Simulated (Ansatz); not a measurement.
A generated cell, not matched to a known phase here, of NiSe$_{2}$: P4₂/mnm (No. 136), tP6, rutile type; a = 5.531 Å, b = 5.531 Å, c = 3.679 Å, α = 90.00°, β = 90.00°, γ = 90.00°; Ni 2a (0.000, 0.000, 0.000); Se 4f (0.308, 0.308, 0.000). Calculation: r2SCAN (plane waves to 500 eV, PAW, scalar-relativistic; Ansatz, an electronic-structure program). Element references, the lowest calculated here: Se (P3₁21), Ni (Fm-3m, ferromagnetic).

### Question
Give the formation energy of this P4₂/mnm form of NiSe2 from the elements at the level r2SCAN.

### Answer
-0.08 eV/atom.

A lower structure of this composition may exist.

Static energies, no anion corrections, no zero-point energy. Values are rounded to 0.01 eV/atom. Not shown to be the ambient phase of their composition (a lower form may be missing, and a cell relaxed within its start's symmetry can be a saddle point): NiSe2 (P4₂/mnm). The compounds carry no spin polarisation. A magnetic state may lie lower.
